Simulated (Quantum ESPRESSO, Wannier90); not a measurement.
# Tight-binding from DFT: ZrAl (Cmcm)

Materials Project entry mp-11233; symmetrised, unrelaxed at this level. Not found in the COD (Crystallography Open Database) copy used; not checked further. Level: PBEsol, no spin polarisation, no spin-orbit coupling; pw.x of Quantum ESPRESSO at 53 Ry with PseudoDojo potentials, 6×4×6 k-points, Wannier90. Density: 14×10×14 mesh, cold smearing 0.01 Ry.

On the energy scale of pw.x, whose zero is arbitrary, the Fermi level lies at 10.97 eV.

Input w.win:

```
num_bands = 2
num_wann = 2
exclude_bands = 3-48
num_iter = 1000
conv_tol = 1.0e-6
conv_window = 4
write_hr = true
write_u_matrices = true
auto_projections = true
begin unit_cell_cart
ang
    3.3786800000    0.0000000000    0.0000000000
    0.0000000000    0.0000000000   -4.2631100000
   -1.6893400000    5.4478350000    0.0000000000
end unit_cell_cart
begin atoms_frac
Zr  -0.1593200000  0.2500000000 -0.3186400000
Zr   0.1593200000 -0.2500000000  0.3186400000
Al  -0.4287200000  0.2500000000  0.1425600000
Al   0.4287200000 -0.2500000000 -0.1425600000
end atoms_frac
mp_grid = 6 4 6
begin kpoints
0.0000000000 0.0000000000 0.0000000000
0.0000000000 0.0000000000 0.1666666667
0.0000000000 0.0000000000 0.3333333333
... (141 more lines: the 6x4x6 mesh through Gamma)
end kpoints
```

Input of pw2wannier90.x that gives the overlap and projection files (equivalent; here they were cut from one run over all bands):

```
&inputpp
  outdir = './out'
  prefix = 'pwscf'
  seedname = 'w'
  write_amn = .true.
  write_mmn = .true.
  atom_proj = .true.
  atom_proj_exclude = 2 3 4 5 6 7 8 9 10 12 13 14 15 16 17 18 19 20 21 22 23 24 25 26 27 28
/
```

Output w.wout (banner and timings cut):

```
                                    ------
                                    SYSTEM
                                    ------

                              Lattice Vectors (Ang)
                    a_1     3.378680   0.000000   0.000000
                    a_2     0.000000   0.000000  -4.263110
                    a_3    -1.689340   5.447835   0.000000

                   Unit Cell Volume:      78.46890  (Ang^3)

                        Reciprocal-Space Vectors (Ang^-1)
                    b_1     1.859657   0.576668   0.000000
                    b_2     0.000000   0.000000  -1.473850
                    b_3    -0.000000   1.153336   0.000000

 *----------------------------------------------------------------------------*
 |   Site       Fractional Coordinate          Cartesian Coordinate (Ang)     |
 +----------------------------------------------------------------------------+
 | zr   1  -0.15932   0.25000  -0.31864   |    0.00000  -1.73590  -1.06578    |
 | zr   2   0.15932  -0.25000   0.31864   |    0.00000   1.73590   1.06578    |
 | al   1  -0.42872   0.25000   0.14256   |   -1.68934   0.77664  -1.06578    |
 | al   2   0.42872  -0.25000  -0.14256   |    1.68934  -0.77664   1.06578    |
 *----------------------------------------------------------------------------*
                                ------------
                                K-POINT GRID
                                ------------

             Grid size =  6 x  4 x  6      Total points =  144

 *---------------------------------- MAIN ------------------------------------*
 |  Number of Wannier Functions               :                 2             |
 |  Number of Objective Wannier Functions     :                 2             |
 |  Number of input Bloch states              :                 2             |
 |  Output verbosity (1=low, 5=high)          :                 1             |
 |  Timing Level (1=low, 5=high)              :                 1             |
 |  Optimisation (0=memory, 3=speed)          :                 3             |
 |  Length Unit                               :               Ang             |
 |  Post-processing setup (write *.nnkp)      :                 F             |
 |  Using Gamma-only branch of algorithms     :                 F             |
 *----------------------------------------------------------------------------*
 *------------------------------- WANNIERISE ---------------------------------*
 |  Total number of iterations                :              1000             |
 |  Number of CG steps before reset           :                 5             |
 |  Trial step length for line search         :             2.000             |
 |  Convergence tolerence                     :         0.100E-05             |
 |  Convergence window                        :                 4             |
 |  Iterations between writing output         :                 1             |
 |  Iterations between backing up to disk     :               100             |
 |  Write r^2_nm to file                      :                 F             |
 |  Write xyz WF centres to file              :                 F             |
 |  Write on-site energies <0n|H|0n> to file  :                 F             |
 |  Use guiding centre to control phases      :                 F             |
 |  Use phases for initial projections        :                 F             |
 *----------------------------------------------------------------------------*
 *-------------------------------- PLOTTING ----------------------------------*
 |  Plotting Hamiltonian in WF basis          :                 T             |
 *----------------------------------------------------------------------------*

 *---------------------------------- K-MESH ----------------------------------*
 +----------------------------------------------------------------------------+
 |                    Distance to Nearest-Neighbour Shells                    |
 |                    ------------------------------------                    |
 |          Shell             Distance (Ang^-1)          Multiplicity         |
 |          -----             -----------------          ------------         |
 |             1                   0.192223                      2            |
 |             2                   0.324503                      4            |
 |             3                   0.368463                      2            |
 |             4                   0.384445                      2            |
 |             5                   0.415589                      4            |
 |             6                   0.423321                      4            |
 |             7                   0.490985                      8            |
 |             8                   0.532506                      4            |
       ... (lines left out)
 +----------------------------------------------------------------------------+
 | The b-vectors are chosen automatically                                     |
 | The following shells are used:                       1,  2,  3             |
 +----------------------------------------------------------------------------+
 |                        Shell   # Nearest-Neighbours                        |
 |                        -----   --------------------                        |
 |                          1               2                                 |
 |                          2               4                                 |
 |                          3               2                                 |
 +----------------------------------------------------------------------------+
 | Completeness relation is fully satisfied [Eq. (B1), PRB 56, 12847 (1997)]  |
 +----------------------------------------------------------------------------+
 |                  b_k Vectors (Ang^-1) and Weights (Ang^2)                  |
 |                  ----------------------------------------                  |
 |            No.         b_k(x)      b_k(y)      b_k(z)        w_b           |
 |            ---        --------------------------------     --------        |
 |             1         0.000000    0.192223    0.000000    12.230750        |
 |             2         0.000000   -0.192223    0.000000    12.230750        |
 |             3         0.309943    0.096111    0.000000     2.602417        |
 |             4         0.309943   -0.096111    0.000000     2.602417        |
 |             5        -0.309943   -0.096111    0.000000     2.602417        |
 |             6        -0.309943    0.096111    0.000000     2.602417        |
 |             7         0.000000    0.000000   -0.368463     3.682844        |
 |             8         0.000000    0.000000    0.368463     3.682844        |
 +----------------------------------------------------------------------------+
 |                           b_k Directions (Ang^-1)                          |
 |                           -----------------------                          |
 |            No.           x           y           z                         |
 |            ---        --------------------------------                     |
 |             1         0.000000    0.192223    0.000000                     |
 |             2         0.309943    0.096111    0.000000                     |
 |             3         0.309943   -0.096111    0.000000                     |
 |             4         0.000000    0.000000   -0.368463                     |
 +----------------------------------------------------------------------------+

 Starting a new Wannier90 calculation ...

 Reading overlaps from w.mmn

 Reading projections from w.amn

 *------------------------------- WANNIERISE ---------------------------------*
 +--------------------------------------------------------------------+<-- CONV
 | Iter  Delta Spread     RMS Gradient      Spread (Ang^2)            |<-- CONV
 +--------------------------------------------------------------------+<-- CONV

 ------------------------------------------------------------------------------
 Initial State
  WF centre and spread    1  ( -0.000000, -1.733564, -1.065777 )     0.46923216
  WF centre and spread    2  (  0.000000,  1.733564,  1.065777 )     0.46923216
  Sum of centres and spreads ( -0.000000,  0.000000, -0.000000 )     0.93846433

      0     0.938E+00     0.0000000000        0.9384643235  <-- CONV
        O_D=      0.0000000 O_OD=      0.0000004 O_TOT=      0.9384643 <-- SPRD
 ------------------------------------------------------------------------------
      1    -0.222E-15     0.0000001361        0.9384643235  <-- CONV
        O_D=      0.0000000 O_OD=      0.0000004 O_TOT=      0.9384643 <-- SPRD
      2    -0.444E-15     0.0000001351        0.9384643235  <-- CONV
        O_D=      0.0000000 O_OD=      0.0000004 O_TOT=      0.9384643 <-- SPRD
      3    -0.555E-15     0.0000001330        0.9384643235  <-- CONV
        O_D=      0.0000000 O_OD=      0.0000004 O_TOT=      0.9384643 <-- SPRD
      4    -0.777E-15     0.0000001301        0.9384643235  <-- CONV
        O_D=      0.0000000 O_OD=      0.0000004 O_TOT=      0.9384643 <-- SPRD
             <<<     Delta < 1.000E-06  over  4 iterations     >>>
             <<< Wannierisation convergence criteria satisfied >>>
 Final State
  WF centre and spread    1  ( -0.000000, -1.733564, -1.065777 )     0.46923216
  WF centre and spread    2  (  0.000000,  1.733564,  1.065777 )     0.46923216
  Sum of centres and spreads ( -0.000000,  0.000000, -0.000000 )     0.93846433

         Spreads (Ang^2)       Omega I      =     0.938463954
        ================       Omega D      =     0.000000001
                               Omega OD     =     0.000000369
    Final Spread (Ang^2)       Omega Total  =     0.938464323
```
